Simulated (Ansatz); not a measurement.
Here is the system:

MgCdTe₂:
```yaml
crystal:
  lattice:
    - [-3.19085, 3.19085, 6.39990]
    - [3.19085, -3.19085, 6.39990]
    - [3.19085, 3.19085, -6.39990]
  atoms:
    - { symbol: Mg, position: [0.75000, 0.25000, 0.50000] }
    - { symbol: Mg, position: [0.00000, 0.00000, 0.00000] }
    - { symbol: Cd, position: [0.25000, 0.75000, 0.50000] }
    - { symbol: Cd, position: [0.50000, 0.50000, 0.00000] }
    - { symbol: Te, position: [0.62808, 0.62500, 0.50308] }
    - { symbol: Te, position: [0.37500, 0.87808, 0.00308] }
    - { symbol: Te, position: [0.12192, 0.12500, 0.49692] }
    - { symbol: Te, position: [0.87500, 0.37192, 0.99692] }
```

This is the LDA-relaxed structure.

Question: All from LDA in the plane-wave PAW code Ansatz, unless another level is named. Estimate the formation energy from the elements (no fitted shifts).

Answer: -600 meV/atom.

Question: Give the band gap.

Answer: 1.51 eV (direct).

Question: And the electron effective mass?

Answer: 0.12 mₑ (isotropic).

Question: What about the valence-band maximum?

Answer: at Γ.

Question: Predict the weight of the valence-edge state by species (Voronoi cells).

Answer: Te 81 %, Cd 10 %, Mg 9 %.

Question: Predict the weight of the conduction-edge state by species (Voronoi cells).

Answer: Te 37 %, Cd 34 %, Mg 29 %.

Space group I-42d (chalcopyrite). The first step of the workflow began from a Materials Project structure, measured or hypothetical; the Crystallography Open Database copy checked does not list it. Whether it is the stable phase at ambient conditions was not checked. The LDA relaxation kept the symmetry of its start; of distortions, only those at the zone centre were tested. The references are the lowest solids computed at this level, not always the standard phases. Spin–orbit coupling is left out wherever it is not named.

Potentials: the later of the program's two PAW sets.
